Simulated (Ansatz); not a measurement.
NaCl:
```
NaCl
1.0
    0.00000     2.80365     2.80365
    2.80365     0.00000     2.80365
    2.80365     2.80365     0.00000
Na Cl
1 1
Direct
  0.00000   0.00000   0.00000
  0.50000   0.50000   0.50000
```

Relaxed with r²SCAN. Special points in fractions of this cell's reciprocal vectors: Γ (0.000, 0.000, 0.000); X (0.500, 0.000, 0.500); U (0.625, 0.250, 0.625); K (0.375, 0.375, 0.750); L (0.500, 0.500, 0.500); W (0.500, 0.250, 0.750).

Problem. List the band energies nearest the valence-band maximum at these points for the program Ansatz at the r²SCAN level (PAW).

Solution. In eV from the valence-band maximum; about four levels below and three above (degenerate sets whole), none deeper than 8.9 eV; points with the same levels are listed once.

| k | below | above |
|---|---|---|
| Γ | 0.00 0.00 0.00 | 5.97 11.74 11.74 11.74 |
| X | -1.73 -0.63 -0.63 | 8.42 8.61 12.34 |
| U | -1.47 -1.15 -0.52 | 8.99 9.83 11.40 |
| L | -1.98 -0.28 -0.28 | 7.96 11.70 11.70 |
| W | -1.24 -1.24 -0.78 | 9.77 10.40 10.40 |

Space group Fm-3m (rock salt). The cell was relaxed with r²SCAN under the symmetry of its start; of distortions, only those at the zone centre were tested.

Potentials: the earlier of the program's two PAW sets.
